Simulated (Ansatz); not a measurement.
SiC:
```cif
data_C2Si2
_chemical_formula_sum 'Si2 C2'
_space_group_name_H-M_alt 'P 1'
_space_group_IT_number 1
_cell_length_a 3.05634
_cell_length_b 3.05634
_cell_length_c 5.01605
_cell_angle_alpha 90.000
_cell_angle_beta 90.000
_cell_angle_gamma 120.000
loop_
_space_group_symop_operation_xyz
  'x, y, z'
loop_
_atom_site_label
_atom_site_type_symbol
_atom_site_fract_x
_atom_site_fract_y
_atom_site_fract_z
_atom_site_occupancy
Si1 Si 0.33333 0.66667 0.49960 1
Si2 Si 0.66667 0.33333 0.99960 1
C1 C 0.33333 0.66667 0.87540 1
C2 C 0.66667 0.33333 0.37540 1
```

Relaxed with LDA.

Question: Which orbitals make up the states near the band edges in LDA (plane waves, PAW; program Ansatz)?

Answer: Top 1 eV of the valence band: C 2p 84 %, Si 3p 12 %. Bottom 1 eV of the conduction band: Si 3p 46 %, C 2p 15 %, C 2s 10 %, Si 3s 7 %, outside the projected shells 22 %. Projections are on Löwdin-orthogonalised atomic valence shells; empty p or d shells of many metals are not among them.

Question: Tabulate the density of states.

Answer: States/eV per cell of 4 atoms, in 0.25 eV bins, energy from the valence-band maximum.

```tsv
E (eV)	total	C 2p	Si 3p	Si 3s
-7.85	1.49	0.73	0.23	0.45
-7.60	1.64	0.79	0.26	0.49
-7.35	1.56	0.74	0.25	0.45
-7.10	1.03	0.49	0.20	0.24
-6.85	0.90	0.43	0.18	0.18
-6.60	0.86	0.41	0.18	0.16
-6.35	1.03	0.50	0.24	0.16
-6.10	1.31	0.64	0.36	0.16
-5.85	1.14	0.57	0.34	0.11
-5.60	1.03	0.53	0.29	0.11
-5.35	1.40	0.74	0.41	0.14
-5.10	1.25	0.67	0.35	0.11
-4.85	1.22	0.67	0.35	0.10
-4.60	1.24	0.69	0.37	0.09
-4.35	1.42	0.81	0.42	0.09
-4.10	1.45	0.84	0.43	0.09
-3.85	1.50	0.89	0.43	0.09
-3.60	1.59	0.97	0.46	0.08
-3.35	1.98	1.23	0.58	0.08
-3.10	1.97	1.25	0.57	0.07
-2.85	1.99	1.28	0.56	0.07
-2.60	2.24	1.48	0.61	0.07
-2.35	2.16	1.47	0.56	0.06
-2.10	2.24	1.57	0.55	0.05
-1.85	3.12	2.25	0.75	0.04
-1.60	2.20	1.64	0.48	0.03
-1.35	1.79	1.37	0.35	0.02
-1.10	1.30	1.03	0.22	0.01
-0.85	0.98	0.80	0.14	0.01
-0.60	0.75	0.63	0.09	0.00
-0.35	0.51	0.45	0.04	0.00
-0.10	0.19	0.17	0.01	0.00
0.15	0.00	0.00	0.00	0.00
0.40	0.00	0.00	0.00	0.00
0.65	0.00	0.00	0.00	0.00
0.90	0.00	0.00	0.00	0.00
1.15	0.00	0.00	0.00	0.00
1.40	0.00	0.00	0.00	0.00
1.65	0.00	0.00	0.00	0.00
1.90	0.00	0.00	0.00	0.00
2.15	0.00	0.00	0.00	0.00
2.40	0.05	0.01	0.03	0.00
2.65	0.10	0.02	0.05	0.00
2.90	0.24	0.04	0.11	0.02
3.15	0.73	0.08	0.31	0.07
3.40	1.11	0.15	0.47	0.10
3.65	1.31	0.19	0.56	0.10
3.90	1.26	0.19	0.55	0.09
4.15	1.34	0.21	0.57	0.10
4.40	1.29	0.19	0.56	0.11
4.65	1.32	0.19	0.58	0.12
4.90	1.42	0.22	0.62	0.13
5.15	1.40	0.21	0.62	0.14
5.40	1.36	0.20	0.56	0.17
5.65	1.21	0.21	0.47	0.16
5.90	1.25	0.22	0.46	0.19
6.15	1.58	0.26	0.62	0.23
6.40	1.76	0.30	0.63	0.25
6.65	1.74	0.32	0.60	0.24
6.90	2.27	0.36	0.89	0.29
```

Space group P6_3mc (wurtzite). Symmetry was held in the LDA relaxation.

Potentials: the earlier of the program's two PAW sets. The files were generated under PBE; for other functionals the program regenerates the frozen cores, and for LDA and PBEsol the local potential too.
